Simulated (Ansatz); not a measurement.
Pb (fcc (Cu type), space group No. 225) at seven volumes, DFT-PBEsol in the program Ansatz with PAW potentials, scaled uniformly. One row is withheld.

| V (Å³/atom) | P (GPa) |
|---|---|
| 27.339 | ? |
| 28.240 | 3.47 |
| 29.141 | 1.57 |
| 30.043 | 0.00 |
| 30.944 | -1.30 |
| 31.845 | -2.39 |
| 32.747 | -3.30 |

Task: Fit the shown pressures and predict the withheld one.

Result: P = (3/2)B₀(x^(7/2) − x^(5/2))[1 + (3/4)(B′ − 4)(x − 1)] with x = (V₀/V)^(2/3). Least squares on the six rows gives V₀ = 30.044 Å³/atom, B₀ = 47.7 GPa, B′ = 5.14. At V = 27.339, x = 1.0649 and P = 5.74 GPa. The run itself gave 5.73 GPa.

Space group Fm-3m (fcc (Cu type)). Symmetry was held in the PBEsol relaxation. Spin–orbit coupling is left out wherever it is not named.

Potentials: the later of the program's two PAW sets.
